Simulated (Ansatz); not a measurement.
An Ansatz run on Mg2CdS3 on the sites of Li2HfO3 (No. 12) left the output below. Cell and atoms come from a relaxation with r2SCAN+rVV10.

The cell given to it:
```xyz
6
Lattice="5.8486 -2.6399 -0.8546 5.8486 2.6399 -0.8546 -0.6540 0.0000 3.6750" Properties=species:S:1:pos:R:3 pbc="T T T"
Mg    7.3570    0.0000    1.3098
Mg    3.6862    0.0000    0.6560
Cd    0.0000    0.0000    0.0000
S     9.4491    0.0000   -0.2138
S     5.8486    0.0000   -0.8546
S     1.5941    0.0000    2.1796
```

Output, abridged:
```
scf.n_extra_bands = 5 over 29 filled bands (N_el = 58.0): the run solves 34 bands
Crystal: 6 atoms, lattice volume = 110.530 Å³
Basis set: ecut = 500 eV, 2815 PW (Γ)
Bands: 34, of which v1, the nominal top of the filled ones, is band 29 counted from 1 (28 counted from 0)
Symmetry: 4 space group operations
Space group: C2/m (ITA 12)
k-points: 150 of 512
rVV10 density: all electrons in the spheres
preconditioner: auto → Resta (q_TF=auto, 2.450 Å⁻¹)  ε∞=4.4  [insulator: Δε(μ)=1.975 eV  σ=0.030 eV  ℏωp=20.6 eV]
Free energy (F): -14842.198168 eV
Fermi energy:    8.669443 eV
--- Per-component energies (eV) ---
  E_band       = -1173.257705
  E_kinetic    = 982.157122
  E_local      = -7120.979861
  E_nonlocal   = 311.249190
  E_hartree    = 2948.653924
  E_xc         = -497.358587
  E_vxc        = -611.220112
  E_paw        = -6529.365260
  E_vpaw       = -667.059712
  E_vtau       = 35.288635
  E_ewald      = -4935.608211
  E_core_change = -0.946487
--- Forces (eV/Å), atoms counted from 1 ---
  atom   1  Mg      0.00125      0.00000    -0.00042
  atom   2  Mg    -0.00125      0.00000      0.00042
  atom   3  Cd      0.00000      0.00000      0.00000
  atom   4  S     -0.00134      0.00000      0.00045
  atom   5  S       0.00000      0.00000      0.00000
  atom   6  S       0.00134      0.00000    -0.00045
--- Stress (GPa, compression-positive) ---
       -0.004353       0.000000       0.000345
        0.000000       0.018429       0.000000
        0.000345       0.000000      -0.018247
  P = ⅓ Tr σ = -0.0014 GPa (-0.014 kbar)
--- Band table (eV; the first three rows and the last of 150) ---
  k-point 0: bands = […, 4.1858, 6.1315, 6.5621, 7.1966, 7.2076, 7.2125, 10.6294, 12.1072, 12.1624, 15.3788, …]
  k-point 1: bands = […, 4.4250, 5.5981, 6.0883, 6.5451, 7.0514, 7.2006, 11.1881, 12.5559, 12.9784, 14.9174, …]
  k-point 2: bands = […, 4.8780, 4.8892, 5.3442, 5.5524, 6.5992, 7.1250, 11.3049, 12.9009, 13.4597, 14.3872, …]
  k-point 149: bands = […, 4.9509, 5.4073, 5.5509, 5.5823, 6.1002, 6.5127, 9.6932, 12.5693, 12.8772, 13.0368, …]
```

bands.tsv, columns around the gap (it counts bands from 0):
```tsv
# k_distance	band_24	band_25	band_26	band_27	band_28	band_29	band_30	band_31	band_32
# fermi_ev = 8.669443
# [0, 0, 0] at k_distance = 0.000000
# [-0.4999999992, -0.4999999992, 0] at k_distance = 0.560158
# [-0.2777246603, -0.2777246603, -0.4446282132] at k_distance = 1.308582
# [0.2776374697, 0.2776374697, -0.5553717868] at k_distance = 1.898943
# [0.3053887011, -0.3053887011, 0] at k_distance = 3.083107
# [-0.3053887003, -0.694611298, 0] at k_distance = 3.702216
# [-0.0000435953, -0.0000435953, -0.5] at k_distance = 4.702884
# [0.2499564047, -0.2500435953, -0.5] at k_distance = 5.297916
# [0.0000000004, -0.4999999996, 0] at k_distance = 6.139545
# levels_relative_to = fermi_ev
0.000	-2.538	-2.107	-1.473	-1.462	-1.457	1.960	3.438	3.493	6.709
0.560	-3.103	-2.853	-2.177	-1.759	-1.021	1.132	3.962	5.028	5.047
1.309	-3.064	-3.009	-2.980	-2.926	-1.775	1.317	2.682	4.222	4.563
1.899	-3.064	-3.009	-2.980	-2.926	-1.775	1.317	2.682	4.222	4.563
3.083	-2.610	-1.907	-1.893	-1.411	-1.143	2.793	3.736	3.897	4.869
3.702	-2.610	-1.907	-1.893	-1.411	-1.143	2.793	3.736	3.897	4.869
4.703	-3.262	-3.119	-3.087	-2.569	-2.157	1.024	3.900	4.208	4.367
5.298	-3.672	-2.667	-2.292	-2.184	-1.534	3.901	4.250	4.616	4.772
6.140	-2.280	-2.277	-2.141	-1.550	-1.157	3.544	3.994	4.302	5.687
```
In order the rows are Γ, X, F₂, Σ₀, Y₀, U₀, R, W, S.

Q: Which of these blocks stood in the input: relax, gw, phonons, dielectric, magnetization (spin_orbit)?

A: None of them. A single point prints forces and stress when the output block asks for them.

Q: Which k mesh was typed?

A: 8×8×8, Γ-centred.

Q: How were the bands filled?

A: With smearing of width σ = 0.03 eV (Fermi-Dirac in this run).

Q: Which functional?

A: r2SCAN+rVV10. The term E_vtau belongs to a meta-GGA, which reads the kinetic-energy density. The lines shown narrow the functional down without fixing it; this is the one that was run.

Run as `ansatz run input.yaml --threads 2 --pin off --max-ram 2211MiB --backend cpu --events-out ev --progress --plain --runs-dir out`. It took 46 s on 2 threads of Arm Neoverse V1 (shared host), load about 0.5 per core; peak host memory 1.1 GiB.

These are computed values for a spin-unpolarised cell that may be hypothetical; none is a measurement.

Spin-orbit coupling is left out.
